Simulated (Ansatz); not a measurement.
## AlSn4 (P-43m)

Level of theory: DFT PBE, scalar-relativistic, plane waves, PAW (Ansatz 0.2.0).

Settings: cutoff 420 eV, Γ-centred mesh 8×8×8 on the computed 5-atom cell, Gaussian smearing of 0.10 eV; no spin polarisation.

The structure is relaxed at this level of theory with its symmetry kept, and needn't be the ground state of this composition.

```
Al Sn
1.0
     5.31524    0.00000    0.00000
     0.00000    5.31524    0.00000
     0.00000    0.00000    5.31524
Al Sn
1 4
Direct
  0.00000 0.00000 0.00000
  0.29663 0.70337 0.70337
  0.70337 0.29663 0.70337
  0.70337 0.70337 0.29663
  0.29663 0.29663 0.29663
```

```json
{
  "Space group": "P-43m (No. 215)",
  "Volume per atom": "202.7 bohr³",
  "Formation energy from the elements' standard states (uncorrected)": "+0.318 eV/atom",
  "Kohn–Sham band gap": "none (metal)",
  "Density of states at the Fermi level": "2.7 states/eV per cell",
  "Orbital (Löwdin) character within 0.5 eV of the Fermi level": "Sn 5p 68 %, Sn 5s 15 %, Al 3p 10 %",
  "Bader charge by site (e)": "Al (1 in the cell) 0.97, Sn (4 in the cell) -0.24"
}
```

Another cell of AlSn4 relaxed alike, in Cmmm, lies 170 meV/atom lower, so this cell isn't the stable form at this level.

The cell was found from a structure generator's guess, not taken from experiment. Löwdin shares on free-atom orbitals overweight diffuse shells.
